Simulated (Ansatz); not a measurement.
# Property card for MnIr

MnIr:
```
MnIr
1.0
    3.77667     0.00000     0.00000
    0.00000     3.77667     0.00000
    0.00000     0.00000     3.60089
Mn Ir
2 2
Direct
  0.00000   0.00000   0.00000
  0.50000   0.50000   0.00000
  0.50000   0.00000   0.50000
  0.00000   0.50000   0.50000
```
The run is spin-polarised; directions of the spins, atom by atom: ↑ ↓ 0 0.

Space group P4/mmm (No. 123), L1₀ or tetragonal B2; conventional cell a = b = 2.671 Å, c = 3.601 Å, α = β = γ = 90.00°.

Method: PBEsol (plane waves, PAW; program Ansatz). Geometry: relaxed at this level of theory. Other levels are named where they apply.

Cell and energy:

| Property | Value |
|---|---|
| Volume per atom | 12.84 Å³ |
| Density | 15.98 g/cm³ |
| Formation energy from the elements (no fitted shifts) | -0.27 eV/atom |

Electronic structure:

| Item | Value |
|---|---|
| Electronic character | metallic (no gap) |
| Density of states at the Fermi level | 0.40 states/eV per atom (mean over ±0.08 eV) |

Magnetism:

| Quantity | Value |
|---|---|
| Magnetic order | antiferromagnetic |
| Net moment | 0.00 μB per atom |

Mechanics:

| Quantity | Result |
|---|---|
| Bulk modulus (Birch–Murnaghan fit) | 269 GPa |
| Pressure derivative B′ | 5.0 |

The start of the workflow was typed in or built on a structure type; the Crystallography Open Database files this formula in space group No. 123, but the cells were not matched. Whether it is the stable phase at ambient conditions was not checked. The cell was relaxed with PBEsol under the symmetry of its start, as lowered by the spin order; its stability against distortions is not shown here. Magnetic state: antiferromagnetic, chosen from 5 collinear starts compared on coarse meshes (ties went to the first, and starts can fall back to one state), not a proven ground state. Point labels and valley counts follow the cell and symmetry of the run, lower than the named group. Axis ratios of metals converge slowly with the k-mesh, so a and c are less sure than the volume. The references are the lowest solids computed at this level, not always the standard phases. Scalar-relativistic: spin–orbit coupling is off unless named, which matters more the heavier the elements.

Potentials: the earlier of the program's two PAW sets. The files were generated under PBE; for other functionals the program regenerates the frozen cores, and for LDA and PBEsol the local potential too.
